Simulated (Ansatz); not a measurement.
**Equation of state of HfOs**

```yaml
crystal:
  lattice:
    - [3.23900, 0.00000, 0.00000]
    - [0.00000, 3.23900, 0.00000]
    - [0.00000, 0.00000, 3.23900]
  atoms:
    - { symbol: Hf, position: [0.00000, 0.00000, 0.00000] }
    - { symbol: Os, position: [0.50000, 0.50000, 0.50000] }
```

The cell comes from COD entry 1523505, which wasn't checked; take it as a given geometry.

Spin–orbit coupling is left out, though it moves levels of the heavy atoms by tenths of an eV or more.

All numbers are computed: DFT, PBEsol, all-electron LAPW, scalar-relativistic (Ansatz 0.2.0); DFT, PBEsol, PAW with Ansatz's default frozen-core files, scalar-relativistic (Ansatz 0.2.0).

For LAPW: a Γ-centred 10×10×10 k mesh, Fermi–Dirac smearing of 0.05 eV, basis error target 1 meV/atom, no spin polarisation. PAW takes a cutoff of 420 eV at this cell (files made with PBE, cores remade for this functional). The Ansatz runs share mesh, smearing and spin set-up. Plane-wave (PAW) pressures include the program's estimate of the Pulay term.

The cell above is scaled evenly, with fractional coordinates and shape held.

```csv
V/V(cell),V (Å³/atom),"P, LAPW (GPa)","P, PAW (GPa)","free energy over the lowest listed, PAW (meV/atom)"
0.9400,15.971,12.22,12.19,27.3
0.9600,16.311,6.35,6.32,7.8
0.9800,16.651,1.13,1.10,0.0
0.9900,16.820,-1.26,-1.29,0.1
1.0000,16.990,-3.53,-3.56,2.7
1.0100,17.160,-5.68,-5.71,7.6
1.0200,17.330,-7.71,-7.75,14.8
1.0400,17.670,-11.49,-11.53,35.3
1.0600,18.010,-14.92,-14.95,63.4
```

Problem. What do Birch–Murnaghan fits to the pressures give?

Solution. LAPW: V0 = 16.73 Å³/atom, B0 = 237 GPa, B0′ = 4.3; PAW: V0 = 16.73 Å³/atom, B0 = 237 GPa, B0′ = 4.3.

PAW's V0 lies -0.01 % from the all-electron value and its B0 0.1 %. Symmetry fixes shape and coordinates here, so this is the relaxed modulus.
